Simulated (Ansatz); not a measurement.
## MoI3 (ReO3-type structure)

Computed with Ansatz (plane waves, PAW, 420 eV cutoff): PBEsol, scalar-relativistic, collinear spin, Γ-centred 6×6×6 mesh, 0.05 eV Gaussian smearing. The datasets are Ansatz's generated set soft_2.

```yaml
crystal:
  lattice:
    - [5.53188, 0.00000, 0.00000]
    - [0.00000, 5.53188, 0.00000]
    - [0.00000, 0.00000, 5.53188]
  atoms:
    - { symbol: Mo, position: [0.00000, 0.00000, 0.00000] }
    - { symbol: I, position: [0.50000, 0.00000, 0.00000] }
    - { symbol: I, position: [0.00000, 0.00000, 0.50000] }
    - { symbol: I, position: [0.00000, 0.50000, 0.00000] }
```

The structure was built from a prototype; whether the compound forms in it isn't claimed. The ideal cubic cell shuts out tilts of the octahedra, which such structures often take.

Magnetic state: ferromagnetic, site spin moments Mo 2.06 μB.

Cell and atoms are those of this level's equilibrium.

Path: Γ–X–M–Γ–R–X | R–M, with Γ = (0.000, 0.000, 0.000), X = (0.000, 0.500, 0.000), M = (0.500, 0.500, 0.000), R = (0.500, 0.500, 0.500) in reciprocal vectors of the calculation's cell.

Question: Is it a metal or an insulator, and if it has a gap, where are the band edges on this path?

Answer: A metal: bands cross the Fermi level.

Levels between -4 and 4 eV from the Fermi level at the path's named points:
| point | spin | below E_F (eV) | above E_F (eV) |
| --- | --- | --- | --- |
| Γ | up | -1.69 -1.69 -1.69 -1.60 -1.60 -1.60 -1.16 -1.16 -1.16 -0.59 -0.59 | 2.15 |
| Γ | down | -3.92 -3.92 -3.92 -1.50 -1.50 -1.50 -1.07 -1.07 -1.07 -0.12 -0.12 -0.12 | 0.65 0.65 2.97 |
| X | up | -3.74 -3.74 -3.12 -3.12 -2.53 -1.84 -1.69 -1.32 -1.32 -0.59 | 0.04 0.04 0.54 |
| X | down | -3.60 -3.60 -2.59 -2.59 -2.41 -1.74 -1.23 -1.23 -0.10 | 0.66 1.35 1.35 1.61 |
| M | up | -3.34 -3.10 -3.10 -2.18 -2.18 -0.52 -0.15 | 0.02 0.05 0.05 3.89 |
| M | down | -3.78 -3.20 -2.56 -2.56 -2.07 -2.07 -0.42 | 1.02 1.36 1.36 1.55 |
| R | up | -0.51 -0.51 -0.51 | 0.04 0.04 0.04 3.92 3.92 |
| R | down | -3.75 -3.75 -3.75 -0.41 -0.41 -0.41 | 1.57 1.57 1.57 |

It took about 2.3 core-minutes on a shared host.

No spin–orbit coupling, a notable omission for heavy elements. The run wasn't fully tested for a lower electronic state. Site moments are of spin, integrated over atomic spheres. Only parallel moments were tried, so the real magnetic order may be another.
